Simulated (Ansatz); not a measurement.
SrTiO3 (cubic perovskite): values from a third-order Birch-Murnaghan fit to a volume scan beside measured ones. Computed values: PBEsol (plane waves to 420 eV, PAW, scalar-relativistic; Ansatz, a quantum-chemistry and plane-wave program). SrTiO3 is run without spin polarisation. SrTiO3 was relaxed with its symmetry unable to fall. The PAW data are Ansatz's earlier set.

```
quantity                reference                                                   kind  PBEsol  difference
----------------------  ---------  -----------------------------------------------------  ------  ----------
Lattice constant a (Å)       3.89                measured at or taken to low temperature   3.891      +0.0 %
Bulk modulus B₀ (GPa)       172.1  measured, room temperature or unstated; Murnaghan fit     186      +8.2 %
```

For the lattice constant a it lies within 0.3 % of the reference.

References as given in: D. I. Bilc, R. Orlando, R. Shaltaf et al., Physical Review B (2008), arXiv:0805.0753; Mael Guennou, Pierre Bouvier, Jens Kreisel et al., Physical Review B (2010), arXiv:0910.0710. Values not taken to low temperature hold thermal and zero-point shifts that a static calculation lacks, so small differences there are no errors of the method.

(A scan under strain: stresses follow from slopes of the energy per volume, elastic moduli from its curvatures.)
